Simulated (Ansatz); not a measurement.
CaO (rock salt, space group No. 225), plane-wave PAW PBEsol (Ansatz code): ε∞ = 3.86, cell volume 27.08 Å³. Infrared-active transverse modes:

```tsv
ω_TO (cm⁻¹)	oscillator strength S_xx (e²/amu)
272.9	0.4874
```

Compute the static dielectric constant.

Each mode adds (4.921e7/V) S/ω²: 11.89. So ε0 = 15.7.

What LO frequency does the Lyddane–Sachs–Teller relation give?

ω_LO = ω_TO √(ε0/ε∞) = 552 cm⁻¹.

Space group Fm-3m (rock salt). The cell was relaxed with PBEsol under the symmetry of its start. The volume moved by -56 % from the start of the relaxation.

Potentials: the earlier of the program's two PAW sets. The files were generated under PBE; for other functionals the program regenerates the frozen cores, and for LDA and PBEsol the local potential too.
